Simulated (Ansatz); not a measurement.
Understanding MnF2 from first principles

**What was measured.** A cell as deposited of tetragonal MnF2 (space group P4_2/mnm), temperature not stated, from the Crystallography Open Database (1971, doi:10.1107/S0567740871005466), has a, c = 4.874, 3.311 Å and 13.11 Å³/atom.

Method: r²SCAN, scalar-relativistic; collinear spin; PAW, 500 eV, Γ-centred 6×6×8 mesh, 0.05 eV Gaussian smearing; code Ansatz. The datasets are Ansatz's generated set soft_2.

The chain of runs began from a cell as deposited in COD, expanded in volume.

The relaxed structure (symmetry read at 0.01 Å). Symmetry: P4_2/mnm, No. 136, tetragonal system. Conventional cell: a = 4.870 Å, b = 4.870 Å, c = 3.292 Å, α = 90.00°, β = 90.00°, γ = 90.00°. Mn (site symmetry mmm) has 6 F at 2.09 to 2.13 Å as nearest neighbours. Around F (site symmetry m2m) lie 3 Mn at 2.09 to 2.13 Å. (Shells end 15 % past the nearest neighbour.)

Task: What kind of gap is it?

Result: It is indirect by only 0.04 eV, as good as direct: 2.99 eV. Within 0.6 eV of the edges the projected states are 79 % Mn 3d at the top of the valence band and 76 % Mn 4s at the bottom of the conduction band. 

Task: How ionic is it?

Result: Bader charges against formal ones: Mn +1.64 (+2), F −0.82 (−1). The cations give up 82 % of the formal charge; Bader charges stay under formal ones because the anions' density reaches into the cations' basins, though a share this high marks a strongly ionic bond.

Task: How stiff is it, in energy terms?

Result: B0·V0 = 96.1 GPa × 13.00 Å³ = 7.80 eV/atom sets the scale: near the minimum ΔE ≈ ½ B0 V0 x², with x = V/V0 − 1, and a pressure of 1.0 GPa squeezes the volume by about 1 %. At the ends of the curve: x = −4.0 % predicts 6.1 meV/atom and the run gives 6.6; x = +7.0 % predicts 19.3 meV/atom and the run gives 16.9. The curve is steeper than the parabola on the compressed side and flatter on the expanded side: the bulk modulus rises with pressure.

Task: Which Debye temperature follows from the elastic moduli?

Result: K = 97 GPa and G = 29 GPa (Hill). With a density of 3.954 g/cm³ (mean mass 31.0 u, 13.01 Å³/atom), K = 97.3 and G = 28.89 GPa from the unrounded constants, v_l = √((K + 4G/3)/ρ) = 5860 m/s and v_t = √(G/ρ) = 2700 m/s. The mean [(1/v_l³ + 2/v_t³)/3]^(−1/3) is 3040 m/s, and θ_D = (ħ/k_B)(6π²/V)^(1/3) v_m ≈ 390 K, with V the volume an atom.

All results together:

- Volume: 13.01 Å³/atom
- Band gap: 2.99 eV
- Smallest direct gap: 3.04 eV (over both spins)
- Magnetic state: antiferromagnetic
- Site spin moments: Mn 4.22, -4.22 μB
- Spin moment of the cell: 0.00 μB
- Bader charges: Mn 1.64; F -0.82 e
- Formation energy from the elements (0 K, uncorrected): -2.93 eV/atom
- Bulk modulus (Birch–Murnaghan): 96 GPa
- Pressure derivative B0′: 4.9
- Shear modulus (Hill): 29 GPa
- Young's modulus: 79 GPa
- Poisson's ratio: 0.36
- Elastically stable: yes

**Comparison.** The computed cell (4.870, 3.292 Å, 13.01 Å³/atom) differs from the database's by −0.7 % in volume, about −0.2 % in length. The static lattice lacks zero-point motion and thermal expansion, roughly 1.0 to 2.5 % in volume at 300 K (room temperature assumed) by Grüneisen's rule, γ·3k_BT/(B0·V0) with γ of 1 to 2.5; that can cover the miss.

Kohn–Sham gaps of semilocal functionals lie under measured ones, often by a third or more. The run wasn't fully tested for a lower electronic state. Site moments are of spin, integrated over atomic spheres.
